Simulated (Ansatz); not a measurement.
Fixed-spin-moment curve of GdTl₃ (Pm-3m)

```
CELL_PARAMETERS angstrom
4.69000 0.00000 0.00000
0.00000 4.69000 0.00000
0.00000 0.00000 4.69000
ATOMIC_POSITIONS crystal
Gd 0.00000 0.00000 0.00000
Tl 0.00000 0.50000 0.50000
Tl 0.50000 0.00000 0.50000
Tl 0.50000 0.50000 0.00000
```

The source of the geometry is a structure as deposited in COD; atoms and cell stay fixed.

Common settings: PBEsol, 6×6×6 k mesh, Fermi–Dirac smearing of 0.05 eV. PAW means Ansatz 0.2.0 on its default frozen-core files; LAPW is all-electron LAPW in Ansatz 0.2.0. Site moments are integrated in spheres about the atoms, whose radii differ between the methods. Start moments of the first PAW run (μB): Gd1 7.

Each run fixes M = N↑ − N↓ with two Fermi levels; the holding field B = (E_F↑ − E_F↓)/2μB is the slope of the free energy against M over μB. Energies count from each method's free run. The held moment starts on the atoms that carry the free run's moments.

The free PAW run: Site moments (μB): Gd1 7.00, Tl2 0.00, Tl3 0.00, Tl4 0.00. Cell moment 7.07 μB.

```json
{"M (μB/cell)": "6.37", "ΔF PAW (meV/cell)": "+122.1", "ΔF LAPW (meV/cell)": "–", "B, PAW (T)": "-5752", "largest site moment, PAW (μB)": "6.76", "pressure, PAW (GPa)": "0.3"}
{"M (μB/cell)": "7.78", "ΔF PAW (meV/cell)": "+153.7", "ΔF LAPW (meV/cell)": "–", "B, PAW (T)": "?", "largest site moment, PAW (μB)": "7.20", "pressure, PAW (GPa)": "0.4"}
{"M (μB/cell)": "8.84", "ΔF PAW (meV/cell)": "+724.3", "ΔF LAPW (meV/cell)": "+725.4", "B, PAW (T)": "+10928", "largest site moment, PAW (μB)": "7.44", "pressure, PAW (GPa)": "2.1"}
{"M (μB/cell)": "10.61", "ΔF PAW (meV/cell)": "+2299.4", "ΔF LAPW (meV/cell)": "+2301.3", "B, PAW (T)": "+20274", "largest site moment, PAW (μB)": "7.87", "pressure, PAW (GPa)": "?"}
```

What belongs in the row "7.78", column "B, PAW (T)"?

+6557.

What belongs in the row "10.61", column "pressure, PAW (GPa)"?

5.6.

Against an unpolarised PAW run, spin polarisation gains 1820.1 meV per atom; the pressure goes from 0.1 to 0.2 GPa.

Check μB·B = dF/dM between M = 7.78 and 8.84 μB with the PAW numbers.

ΔF/ΔM = +570.7 meV / 1.06 = +538.4 meV per μB, which is +9301 T with μB = 0.05788 meV/T. The mean of the two holding fields is +8743 T. The slope equals the mean of B over the step, so the two agree where B(M) is nearly straight between its ends, and here they lie within a tenth of each other.

Separate runs put a uniform field on the spins (g = 2):

| field (T) | M PAW (μB/cell) | M LAPW (μB/cell) |
| --- | --- | --- |
| 300 | 7.102 | 7.100 |
| 600 | 7.129 | 7.128 |

The PAW files were made with PBE; the program remakes their cores once for the run's functional and then keeps them frozen. Without U a semilocal functional puts the f levels too near the Fermi level, which can change moments and the order of magnetic states; site and cell moments are spin moments. Spin–orbit coupling is left out although heavy atoms are present. With open f shells a run can end in a state that isn't the lowest. These are results for the start and cell typed. The real compound can order otherwise, in a larger cell, or not at all, since semilocal functionals without spin fluctuations often overstate magnetism; near a collapse of the moment, mesh and smearing move it by tens of per cent. Left out because they would open the f shell, whose fillings are many: PAW, total moment held at 0 μB; PAW, total moment held at 2.33 μB; PAW, total moment held at 4.74 μB; LAPW, total moment held at 4.74 μB.
